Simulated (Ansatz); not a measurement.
A geometry of MgZn₂ away from equilibrium: step 2 of the relaxation of a relaxed MgZn2 cell with one Mg and one Zn atom exchanged in a cell of 6 atoms. The numbers are results of PBEsol (plane waves to 420 eV, PAW, scalar-relativistic; Ansatz, a program for electronic structure), not measurements. Γ-centred k-mesh 11×11×6 on the run's cell (coarser than for final values), Fermi–Dirac smearing 0.05 eV. The plane waves were selected for a different cell earlier on the path.

```xyz
6
Lattice="5.2356 -1.4759 0.0287 5.2356 1.4759 0.0287 -1.6251 0.0000 6.3192" Properties=species:S:1:pos:R:3 pbc="T T T"
Mg     4.7365     0.0000     1.4361
Zn     4.1905     0.0000     4.9651
Zn     1.8176     0.0000     0.8874
Mg     6.9863     0.0000     5.4943
Zn     8.0999     0.0000     2.9704
Zn     0.7080     0.0000     3.3767
```

What forces act on the atoms (eV/Å)?


```json
[
 {"atom": "Mg1", "Fx": "-0.12", "Fy": "0.00", "Fz": "-0.17"},
 {"atom": "Zn2", "Fx": "0.04", "Fy": "0.00", "Fz": "0.02"},
 {"atom": "Zn3", "Fx": "0.01", "Fy": "0.00", "Fz": "0.02"},
 {"atom": "Mg4", "Fx": "0.14", "Fy": "0.00", "Fz": "0.11"},
 {"atom": "Zn5", "Fx": "0.23", "Fy": "0.00", "Fz": "0.05"},
 {"atom": "Zn6", "Fx": "-0.30", "Fy": "0.00", "Fz": "-0.03"}
]
```

The path ends in Cm (No. 8). No spin polarisation in the result.

The run could not lose the symmetry of its start.

Of the parent cell (C2/m (No. 12)): The relaxation started from an entry of Materials Project.

The runs began from a structure in Materials Project; this end point is another cell, not compared with measured phases.
